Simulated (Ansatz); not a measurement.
Al2Cu in space group I4/mcm (No. 140; Al on 8h, Cu on 4a) under volume change, r²SCAN in the plane-wave PAW code Ansatz, shape and atoms relaxed at each volume.

```
V (Å³/atom)  E − E(relaxed) (meV/atom)  P (GPa)
-----------  -------------------------  -------
13.102                            49.5    13.32
13.534                            20.8     8.14
13.966                             4.9     3.74
14.398                             0.0     0.01
14.830                             [?]      [?]
15.262                             [?]      [?]
15.694                            35.3    -8.05
```

**Question.** Fill in the missing entries.

**Answer.** 
- 14.830, E − E(relaxed) (meV/atom): 4.4
- 14.830, P (GPa): -3.15
- 15.262, E − E(relaxed) (meV/atom): 16.5
- 15.262, P (GPa): -5.80

**Question.** What does a third-order Birch–Murnaghan fit give for V₀, B₀ and B′?

**Answer.** V₀ = 14.40 Å³/atom, B₀ = 114 GPa, B′ = 4.5.

Symmetry was held in the r²SCAN relaxation; of distortions, only those at the zone centre were tested. The run is not spin-polarised.

Potentials: the later of the program's two PAW sets.
